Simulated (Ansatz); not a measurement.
# NiMoIrPdW and the effect of the Hubbard U on Ir d, Mo d, Ni d, Pd d, W d

```
Ni Mo Pd Ir W
1.0
     2.34460   -1.43138    0.00906
     2.34460    1.43138    0.00906
    -2.20600    0.00000   10.92374
Ni Mo Pd Ir W
1 1 1 1 1
Direct
  0.49838 0.49838 0.29525
  0.31773 0.31773 0.91207
  0.24733 0.24733 0.49061
  0.74982 0.74982 0.10802
  0.68673 0.68673 0.69406
```

The cell comes from a database or a generator and needn't be the stable form of this composition.

Kept alike: task projected density of states; functional PBE; k mesh 11 × 11 × 3; occupations fermi-dirac, width 0.05 eV; collinear spin, ferromagnetic start. Program: Ansatz, Ansatz PAW, cutoff 420 eV. The mesh is that of the run's cell of 5 atoms. No spin-orbit coupling.

```csv
"Hubbard U on Ir d, Mo d, Ni d, Pd d, W d, U (eV)",pressure (GPa),largest site moment (μB)
2,0.41,0.00
4,5.99,0.98
8,57.58,3.27
```

Pressure is positive in compression, with a Pulay correction for the finite cutoff. Some runs ended in a lower symmetry than the others. For a metal such a mesh leaves the last digits unconverged. How U acts hangs on the program's projectors. The runs hold the magnetic state that their start led to, which needn't be the lowest. Site moments count inside each atom's sphere or projector. U is the effective U - J on orthogonalised atomic projectors. Double counting: fully localised limit (the default).

**Question.** What does the Hubbard U on Ir d, Mo d, Ni d, Pd d, W d change here?

**Answer.** The pressure rises from 0.41 to 57.58 GPa between 2 and 8 eV. U localises the shell and weakens its bonds, so the cell pushes outwards. The largest site moment rises from 0.00 to 3.27 μB between 2 and 8 eV.
